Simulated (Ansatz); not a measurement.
**LaHg: stiffness from a series of strains**

```yaml
crystal:
  lattice:
    - [3.83700, 0.00000, 0.00000]
    - [0.00000, 3.83700, 0.00000]
    - [0.00000, 0.00000, 3.83700]
  atoms:
    - { symbol: La, position: [0.50000, 0.50000, 0.50000] }
    - { symbol: Hg, position: [0.00000, 0.00000, 0.00000] }
```

Atom numbers follow the list: La1, Hg2.

The cell is COD entry 1523850, as deposited and not checked against the literature; nothing was relaxed.

Spin–orbit coupling is left out, though it moves levels of the heavy atoms by tenths of an eV or more.

These are results of DFT, LDA, all-electron LAPW, scalar-relativistic (Ansatz 0.2.0), not measurements.

Settings: a Γ-centred 11×11×11 k mesh, Fermi–Dirac smearing of 0.08 eV, basis error target 1 meV/atom, no spin polarisation.

The strain is applied along the Cartesian axes of the cell as listed (the other components stay zero). Fractional coordinates are held (clamped ions).

σ is the change of stress from the unstrained cell, which is at -1.88 GPa; tension is positive, so slopes are stress–strain coefficients at that pressure. In a metal the k mesh adds noise.

Only quantities that a quadratic follows smoothly over the whole series are listed; rougher ones are left out.

```tsv
εzz	σzz (GPa)	σxx (GPa)
-0.0200	-1.38	-1.04
0.0000	0.00	0.00
0.0100	0.65	0.48
0.0200	1.28	0.93
```

Problem. Fit the series and read off the stiffness at zero strain.

Solution. Least-squares fits y = p0 + p1 x + p2 x² to the rows give σzz (GPa): p1 = 66.5, p2 = -120; σxx (GPa): p1 = 49.3, p2 = -140. So C11 = 66 GPa and C12 = 49 GPa, which gives B = (C11 + 2 C12)/3 = 55 GPa.

Problem. One run, at εzz = -0.0100, is withheld. Predict its row.

Solution. The fits give -0.68, -0.51; the run gave -0.68, -0.51.
